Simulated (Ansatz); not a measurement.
The elements of this relaxed trial crystal are hidden behind letters.

```
lattice vectors (Å)
   4.2075    0.0000    0.0000
  -2.1038    3.6438    0.0000
   0.0000    0.0000    8.1427
fractional positions
X 0.3333 0.6667 0.2680
X 0.6667 0.3333 0.7320
Z 0.0000 0.0000 0.0000
```

Method: DFT PBE, scalar-relativistic, plane waves, PAW in Ansatz 0.2.0. Cutoff 420 eV, Γ-centred 12×12×6 mesh (3-atom cell), Gaussian smearing of 0.10 eV, no spin polarisation.

* Space group: P-3m1 (No. 164)
* Conventional cell: a = 4.208 Å, c = 8.143 Å
* Volume per atom: 41.61 Å³
* Density: 3.26 g/cm³
* Formation energy: −0.13 eV/atom
* Gap on the 12×12×6 mesh of the 3-atom cell: 0 eV (a metal)

Energies are uncorrected and count from the elements' standard states at the same level.

Q: X is an s-block element of period 5 and Z is a p-block element of period 4. Which elements are they?

A: X = Sr, Z = Ga, so the formula is Sr2Ga, here in the cadmium iodide type. Density times volume gives a mean mass of 3.26 × 41.61/1.6605 = 81.7 u per atom, and this set has 81.7 u. Among the elements that the hints allow, noble gases aside, only these give it. Around Sr lie 3 Ga at 3.27 Å and 6 Sr at 4.21 Å; Ga has 6 Sr at 3.27 Å.

A structure relaxed within its symmetry needn't be a true minimum.
